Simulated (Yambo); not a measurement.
One stored BSE kernel of dimension 1152 for Mg2ZnO3 (space group P-3m1, No. 164) (Yambo, PBEsol bands; 6×6×2 mesh, 8 valence and 2 conduction bands, static screening with 50 bands and a 3 Ry block, scissor 1.89 eV, Tamm-Dancoff; broadening 0.15 eV; field along x), solved in several ways.

| solver | iterations | largest change of Im ε (% of its maximum) | rough time |
|---|---|---|---|
| Haydock, threshold 2 % | 20 | 33 | within a factor of two |
| Haydock, threshold 0.5 % | 36 | 10 | within a factor of two |
| Haydock, threshold 0.1 % | 48 | 3.0 | within a factor of two |
| Haydock, threshold 0.005 % | 76 | 0.3 | 1 |
| SLEPc, lowest 10 states | – | no full spectrum | within a factor of two |
| SLEPc, lowest 60 states | – | no full spectrum | within a factor of two |
| full diagonalisation | – | reference | about 5× |

Haydock gives the spectrum without eigenstates, SLEPc the lowest states alone, full diagonalisation everything at a cost that grows as the cube of the dimension. Times include reading the kernel. Times are rough ratios from shared machines. Mesh and scissor weren't tested; the rows compare only with each other.

Geometry of the Materials Project entry, not relaxed at this level; primitive cell a = b = 3.0330 Å, c = 7.4033 Å, α = β = 90.00°, γ = 120.00°.

The structure is a Materials Project entry; no match was found in the copy of COD used, and its stability was not checked.

With a shallow 3d shell G0W0 needs far more bands and larger blocks than here, so the scissor is uncertain by tenths of an eV or more.
